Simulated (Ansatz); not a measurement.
Level of theory: DFT, PBE+U (U_eff = 6 eV on X's open shell), scalar-relativistic, collinear spin; plane waves to 420 eV with PAW datasets (Ansatz 0.2.0), 8×8×8 k-mesh, Gaussian smearing of 0.05 eV; PAW files: Ansatz's generated set soft_2.

A compound XNi3 has these computed properties.

```yaml
Space_group: Pm-3m (No. 221)
Conventional_cell: a = 3.957 Å, b = 3.957 Å, c = 3.957 Å, α = 90.00°, β = 90.00°, γ = 90.00°
Volume: 15.49 Å³/atom
Band_gap: zero (metallic)
Density_of_states_at_the_Fermi_level: 1.4 states/(eV·atom)
Magnetic_state: ferrimagnetic
Site_spin_moments: X 6.77; Ni -0.41 μB
Spin_moment_of_the_cell: 5.92 μB
Bader_charges: X 0.91; Ni -0.30 e
f_electrons_orthogonalised_atomic_orbitals: X 6.92
Bulk_modulus_Birch–Murnaghan: 87 GPa
Pressure_derivative_B0′: 4.7
```

Sites: X on 1a, Ni on 3c.

**Question.** Which element is X?
A. Eu
B. Gd
C. Sm
D. Pm

**Answer.** A. X is Eu, so the compound is EuNi3.

The structure was built from a prototype; whether the compound forms in it isn't claimed.

No spin–orbit coupling, a notable omission for heavy elements. The run wasn't fully tested for a lower electronic state. Site moments are of spin, integrated over atomic spheres. A U of this size is made for insulators; in a metal, as here, it tends to take f weight out of the bonding and to swell the cell.
